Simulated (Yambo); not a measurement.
Yambo run on RbScF4 (space group Cmcm, No. 63). The wavefunctions come from this Quantum ESPRESSO step (PBEsol, PseudoDojo standard norm-conserving files, scalar-relativistic):

```
&CONTROL
  calculation = 'nscf'
  pseudo_dir = './pseudo'
  outdir = './out'
/
&SYSTEM
  ibrav = 0
  nat = 12
  ntyp = 3
  ecutwfc = 84.0
  ecutrho = 336.0
  occupations = 'fixed'
  force_symmorphic = .true.
  nbnd = 241
/
&ELECTRONS
  conv_thr = 1.2000000000000002e-08
  diago_full_acc = .true.
  diago_thr_init = 1e-08
/
ATOMIC_SPECIES
F 18.9984 F.upf
Sc 44.9559 Sc.upf
Rb 85.4678 Rb.upf
CELL_PARAMETERS angstrom
  2.051655000000  -6.468260000000   0.000000000000
  2.051655000000   6.468260000000   0.000000000000
  0.000000000000   0.000000000000   8.012520000000
ATOMIC_POSITIONS crystal
F   0.500000000000   0.500000000000   0.500000000000
F   0.500000000000   0.500000000000   0.000000000000
F   0.849970000000   0.150030000000   0.048510000000
F   0.150030000000   0.849970000000   0.951490000000
F   0.150030000000   0.849970000000   0.548510000000
F   0.849970000000   0.150030000000   0.451490000000
F   0.965700000000   0.034300000000   0.750000000000
F   0.034300000000   0.965700000000   0.250000000000
Sc   0.000000000000   0.000000000000   0.500000000000
Sc   0.000000000000   0.000000000000   0.000000000000
Rb   0.730520000000   0.269480000000   0.750000000000
Rb   0.269480000000   0.730520000000   0.250000000000
K_POINTS automatic
4 4 1 0 0 0
```

Yambo input:

```
rim_cut
gw0
dyson
el_el_corr
HF_and_locXC
ppa
em1d
RandQpts= 1000000
RandGvec= 1 Ry
EXXRLvcs= 84 Ry
VXCRLvcs= 336 Ry
Chimod= "HARTREE"
% BndsRnXp
 3 | 240 |
%
NGsBlkXp= 6 Ry
% LongDrXp
 1.0 | 1.0 | 1.0 |
%
PPAPntXp= 27.2114 eV
% GbndRnge
 1 | 240 |
%
GTermKind= "BG"
DysSolver= "n"
ExtendOut
% QPkrange
 1 | 1 | 48 | 49 |
 3 | 3 | 48 | 49 |
 4 | 4 | 48 | 49 |
 7 | 7 | 48 | 49 |
%
```

k points by index: 1 = Γ, 3 = (0, -0.5, 0), 4 = (0.25, 0.25, 0), 7 = (-0.5, -0.5, 0).

The o-*.qp file then holds:

```
#    K-point    Band    Eo [eV]    E [eV]    E-Eo [eV]    Vxc [eV]    Vnlxc [eV]    Sc|Eo [eV]    Sc|E [eV]    dSc/dw|Eo [eV]    Re(Z)    Im(Z)
#
    1    48    -0.058861    -2.371573    -2.312712    -21.92947    -29.63051    4.835083    5.388328    -6.509019    0.806969    -0.001263
    1    49    6.021495    9.048001    3.026506    -17.34795    -9.111105    -4.642435    -5.210343    -5.105838    0.842007    -0.001084
    3    48    -0.015356    -2.303120    -2.287764    -22.20446    -29.96992    4.927431    5.477692    -6.544486    0.806121    -0.001313
    3    49    6.722611    9.867467    3.144857    -18.65281    -10.43273    -4.453086    -5.075224    -5.382897    0.834850    -0.001160
    4    48    0.000000    -2.287935    -2.287935    -22.22422    -29.98153    4.919662    5.469375    -6.537498    0.806288    -0.001302
    4    49    6.722610    9.867506    3.144895    -18.65269    -10.43248    -4.453173    -5.075316    -5.382872    0.834851    -0.001160
    7    48    -0.240225    -2.558297    -2.318073    -21.58235    -29.30883    4.849480    5.408412    -6.560575    0.805736    -0.001609
    7    49    6.020151    9.045571    3.025419    -17.34138    -9.107711    -4.640745    -5.208253    -5.104065    0.842054    -0.001084
```
(The two width columns are left out.) Convergence of these settings isn't established.

Geometry of the Materials Project entry, not relaxed at this level.

The structure is a Materials Project entry; no match was found in the copy of COD used, and its stability was not checked.
